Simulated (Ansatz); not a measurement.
## All-electron card of Si2W

```xyz
3
Lattice="-1.6074 1.6074 3.9010 1.6074 -1.6074 3.9010 1.6074 1.6074 -3.9010" Properties=species:S:1:pos:R:3 pbc="T T T"
Si    0.0000    0.0000    2.6136
Si    0.0000    0.0000    5.1885
W     0.0000    0.0000    0.0000
```

Atoms are numbered in the order listed.

Structure from Materials Project entry mp-1620 (possibly hypothetical), not relaxed further.

Spin–orbit coupling is left out, though it moves levels of the heavy atoms by tenths of an eV or more.

Methods: DFT, PBEsol, all-electron LAPW, scalar-relativistic (Ansatz 0.2.0); DFT, PBEsol, PAW with Ansatz's default frozen-core files, scalar-relativistic (Ansatz 0.2.0).

For LAPW: a Γ-centred 18×18×18 k mesh, Fermi–Dirac smearing of 0.05 eV, basis error target 1 meV/atom, no spin polarisation. PAW takes a cutoff of 420 eV at this cell (files made with PBE, cores remade for this functional). The Ansatz runs share mesh, smearing and spin set-up. Values come from LAPW unless marked.

```json
{"Pressure at this cell": "-11.9 kbar", "Band gap": "none: bands cross the Fermi level, a metal", "Stress xx, yy, zz (compression positive)": "-1.93, -1.93, 0.27 GPa", "Largest force": "0.0025 Ry/bohr on Si1", "Density of states at the Fermi level (0.2 eV bin)": "0.21 states/eV per cell", "Löwdin charges (with 0.23 e of the cell spilling out of the atomic basis, so their sizes and signs hang on that basis)": "Si1 0.08, W3 0.06 e", "Bader charges (from the PAW run)": "Si1 0.00, W3 0.00 e", "Volume per atom": "13.44 Å³"}
```
